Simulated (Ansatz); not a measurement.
## Rb2AgBiBr6: kick along a soft mode, then relaxed

Method: DFT PBEsol, scalar-relativistic, plane waves, PAW in Ansatz 0.2.0. Settings: plane waves to 420 eV, k-mesh 4×4×4 (Γ-centred), Gaussian smearing 0.05 eV. Spin–orbit coupling is left out, which can shift energies with elements as heavy as these. No spin polarisation. Energies are free energies at this smearing, counted from the undisturbed cell; pressure is positive in compression.

Zero of the scan (relaxed at this level; it needn't be the usual structure):

```xyz
10
Lattice="0.0000 5.5727 5.5727 5.5727 0.0000 5.5727 5.5727 5.5727 0.0000" Properties=species:S:1:pos:R:3 pbc="T T T"
Rb    8.3590    8.3590    8.3590
Rb    2.7863    2.7863    2.7863
Ag    5.5727    5.5727    5.5727
Bi    0.0000    0.0000    0.0000
Br    2.8332    5.5727    5.5727
Br    5.5727    5.5727    2.8332
Br    8.3121    5.5727    5.5727
Br    5.5727    2.8332    5.5727
Br    5.5727    8.3121    5.5727
Br    5.5727    5.5727    8.3121
```

The atoms are moved along a zone-centre mode of 34i cm⁻¹ (Å):

```
atom ux uy uz
 Rb1  0.000   0.000   0.000
 Rb2  0.000   0.000   0.000
 Ag3  0.000   0.000   0.000
 Bi4  0.000   0.000   0.000
 Br5  0.000   0.000   0.000
 Br6  0.000   0.150   0.000
 Br7  0.000   0.000   0.000
 Br8  0.000   0.000  -0.150
 Br9  0.000   0.000   0.150
Br10  0.000  -0.150   0.000
```

Cell and atoms are then relaxed.

Task: Does the relaxation return to the undisturbed structure?

Result: No. It ends 17.1 meV/atom below it. The final space group reads I4/m (tolerance 0.01 Å) and the volume changes by -3.16 %.

Final structure:

```
Rb Ag Bi Br
1.0
     0.00000    5.41148    5.41148
     5.72299    0.00000    5.41148
     5.72299    5.41148    0.00000
Rb Ag Bi Br
2 1 1 6
Direct
  0.75000 0.75000 0.75000
  0.25000 0.25000 0.25000
  0.50000 0.50000 0.50000
  0.00000 0.00000 0.00000
  0.75037 0.24963 0.24963
  0.32055 0.19018 0.80982
  0.24963 0.75037 0.75037
  0.19018 0.67945 0.32055
  0.80982 0.32055 0.67945
  0.67945 0.80982 0.19018
```

The relaxation, step by step (energy from the first step; small jumps at an unchanged geometry come where the plane waves are selected anew for the new cell):

| step | ΔE (meV/atom) | largest force component (eV/Å) | pressure (GPa) |
| --- | --- | --- | --- |
| 1 | 0.0 | 0.048 | -0.05 |
| 2 | -0.5 | 0.055 | -0.01 |
| 3 | -1.2 | 0.062 | -0.02 |
| 4 | -7.1 | 0.080 | -0.14 |
| 5 | -8.8 | 0.086 | -0.01 |
| 6 | -14.3 | 0.070 | 0.07 |
| 7 | -14.0 | 0.095 | 0.02 |
| 8 | -15.5 | 0.027 | 0.03 |
| 9 | -15.8 | 0.008 | -0.01 |
| 10 | -15.7 | 0.008 | -0.01 |

Frames along the relaxation (Å, eV/Å):

```xyz
10
Lattice="0.000 5.573 5.573 5.573 0.000 5.573 5.573 5.573 0.000" Properties=species:S:1:pos:R:3:forces:R:3 pbc="T T T" step=1
Rb    8.359    8.359    8.359    0.000    0.000    0.000
Rb    2.786    2.786    2.786    0.000    0.000    0.000
Ag    5.573    5.573    5.573    0.000    0.000    0.000
Bi    0.000    0.000    0.000    0.000    0.000    0.000
Br    2.833    5.573    5.573   -0.001    0.000    0.000
Br    5.573    5.723    2.833    0.000    0.048   -0.010
Br    8.312    5.573    5.573    0.001    0.000    0.000
Br    5.573    2.833    5.423    0.000   -0.010   -0.048
Br    5.573    8.312    5.723    0.000    0.010    0.048
Br    5.573    5.423    8.312    0.000   -0.048    0.010
10
Lattice="0.000 5.567 5.567 5.574 0.000 5.567 5.574 5.567 0.000" Properties=species:S:1:pos:R:3:forces:R:3 pbc="T T T" step=2
Rb    8.362    8.351    8.351    0.000    0.000    0.000
Rb    2.787    2.784    2.784    0.000    0.000    0.000
Ag    5.574    5.567    5.567    0.000    0.000    0.000
Bi    0.000    0.000    0.000    0.000    0.000    0.000
Br    2.834    5.567    5.567   -0.001    0.000    0.000
Br    5.574    5.741    2.829    0.000    0.055    0.007
Br    8.315    5.567    5.567    0.001    0.000    0.000
Br    5.574    2.829    5.394    0.000    0.007   -0.055
Br    5.574    8.306    5.741    0.000   -0.007    0.055
Br    5.574    5.394    8.306    0.000   -0.055   -0.007
10
Lattice="0.000 5.565 5.565 5.576 0.000 5.565 5.576 5.565 0.000" Properties=species:S:1:pos:R:3:forces:R:3 pbc="T T T" step=3
Rb    8.364    8.347    8.347    0.000    0.000    0.000
Rb    2.788    2.782    2.782    0.000    0.000    0.000
Ag    5.576    5.565    5.565    0.000    0.000    0.000
Bi    0.000    0.000    0.000    0.000    0.000    0.000
Br    2.835    5.565    5.565   -0.007    0.000    0.000
Br    5.576    5.765    2.829    0.000    0.062   -0.001
Br    8.317    5.565    5.565    0.007    0.000    0.000
Br    5.576    2.829    5.364    0.000   -0.001   -0.062
Br    5.576    8.301    5.765    0.000    0.001    0.062
Br    5.576    5.364    8.301    0.000   -0.062    0.001
10
Lattice="0.000 5.545 5.545 5.588 0.000 5.545 5.588 5.545 0.000" Properties=species:S:1:pos:R:3:forces:R:3 pbc="T T T" step=4
Rb    8.382    8.318    8.318    0.000    0.000    0.000
Rb    2.794    2.773    2.773    0.000    0.000    0.000
Ag    5.588    5.545    5.545    0.000    0.000    0.000
Bi    0.000    0.000    0.000    0.000    0.000    0.000
Br    2.839    5.545    5.545   -0.035    0.000    0.000
Br    5.588    5.939    2.825    0.000    0.080   -0.065
Br    8.336    5.545    5.545    0.035    0.000    0.000
Br    5.588    2.825    5.152    0.000   -0.065   -0.080
Br    5.588    8.266    5.939    0.000    0.065    0.080
Br    5.588    5.152    8.266    0.000   -0.080    0.065
10
Lattice="0.000 5.527 5.527 5.595 0.000 5.527 5.595 5.527 0.000" Properties=species:S:1:pos:R:3:forces:R:3 pbc="T T T" step=5
Rb    8.393    8.290    8.290    0.000    0.000    0.000
Rb    2.798    2.763    2.763    0.000    0.000    0.000
Ag    5.595    5.527    5.527    0.000    0.000    0.000
Bi    0.000    0.000    0.000    0.000    0.000    0.000
Br    2.839    5.527    5.527   -0.001    0.000    0.000
Br    5.595    5.959    2.807    0.000    0.086    0.023
Br    8.352    5.527    5.527    0.001    0.000    0.000
Br    5.595    2.807    5.094    0.000    0.023   -0.086
Br    5.595    8.247    5.959    0.000   -0.023    0.086
Br    5.595    5.094    8.247    0.000   -0.086   -0.023
10
Lattice="0.000 5.471 5.471 5.626 0.000 5.471 5.626 5.471 0.000" Properties=species:S:1:pos:R:3:forces:R:3 pbc="T T T" step=6
Rb    8.439    8.207    8.207    0.000    0.000    0.000
Rb    2.813    2.736    2.736    0.000    0.000    0.000
Ag    5.626    5.471    5.471    0.000    0.000    0.000
Bi    0.000    0.000    0.000    0.000    0.000    0.000
Br    2.848    5.471    5.471   -0.006    0.000    0.000
Br    5.626    6.095    2.772    0.000    0.038    0.070
Br    8.403    5.471    5.471    0.006    0.000    0.000
Br    5.626    2.772    4.847    0.000    0.070   -0.038
Br    5.626    8.170    6.095    0.000   -0.070    0.038
Br    5.626    4.847    8.170    0.000   -0.038   -0.070
10
Lattice="0.000 5.416 5.416 5.675 0.000 5.416 5.675 5.416 0.000" Properties=species:S:1:pos:R:3:forces:R:3 pbc="T T T" step=7
Rb    8.513    8.124    8.124    0.000    0.000    0.000
Rb    2.838    2.708    2.708    0.000    0.000    0.000
Ag    5.675    5.416    5.416    0.000    0.000    0.000
Bi    0.000    0.000    0.000    0.000    0.000    0.000
Br    2.861    5.416    5.416   -0.035    0.000    0.000
Br    5.675    6.197    2.750    0.000   -0.095    0.022
Br    8.490    5.416    5.416    0.035    0.000    0.000
Br    5.675    2.750    4.635    0.000    0.022    0.095
Br    5.675    8.082    6.197    0.000   -0.022   -0.095
Br    5.675    4.635    8.082    0.000    0.095   -0.022
10
Lattice="0.000 5.438 5.438 5.668 0.000 5.438 5.668 5.438 0.000" Properties=species:S:1:pos:R:3:forces:R:3 pbc="T T T" step=8
Rb    8.502    8.157    8.157    0.000    0.000    0.000
Rb    2.834    2.719    2.719    0.000    0.000    0.000
Ag    5.668    5.438    5.438    0.000    0.000    0.000
Bi    0.000    0.000    0.000    0.000    0.000    0.000
Br    2.857    5.438    5.438   -0.027    0.000    0.000
Br    5.668    6.124    2.765    0.000    0.005    0.027
Br    8.479    5.438    5.438    0.027    0.000    0.000
Br    5.668    2.765    4.752    0.000    0.027   -0.005
Br    5.668    8.110    6.124    0.000   -0.027    0.005
Br    5.668    4.752    8.110    0.000   -0.005   -0.027
10
Lattice="0.000 5.411 5.411 5.723 0.000 5.411 5.723 5.411 0.000" Properties=species:S:1:pos:R:3:forces:R:3 pbc="T T T" step=9
Rb    8.584    8.117    8.117    0.000    0.000    0.000
Rb    2.861    2.706    2.706    0.000    0.000    0.000
Ag    5.723    5.411    5.411    0.000    0.000    0.000
Bi    0.000    0.000    0.000    0.000    0.000    0.000
Br    2.857    5.411    5.411    0.008    0.000    0.000
Br    5.723    6.117    2.764    0.000    0.003    0.003
Br    8.589    5.411    5.411   -0.008    0.000    0.000
Br    5.723    2.764    4.706    0.000    0.003   -0.003
Br    5.723    8.059    6.117    0.000   -0.003    0.003
Br    5.723    4.706    8.059    0.000   -0.003   -0.003
10
Lattice="0.000 5.411 5.411 5.723 0.000 5.411 5.723 5.411 0.000" Properties=species:S:1:pos:R:3:forces:R:3 pbc="T T T" step=10
Rb    8.584    8.117    8.117    0.000    0.000    0.000
Rb    2.861    2.706    2.706    0.000    0.000    0.000
Ag    5.723    5.411    5.411    0.000    0.000    0.000
Bi    0.000    0.000    0.000    0.000    0.000    0.000
Br    2.857    5.411    5.411    0.008    0.000    0.000
Br    5.723    6.117    2.764    0.000    0.003    0.003
Br    8.589    5.411    5.411   -0.008    0.000    0.000
Br    5.723    2.764    4.706    0.000    0.003   -0.003
Br    5.723    8.059    6.117    0.000   -0.003    0.003
Br    5.723    4.706    8.059    0.000   -0.003   -0.003
```

Cost: 1 run of about 3.7 core-minutes, on Arm Neoverse V1 (shared hosts).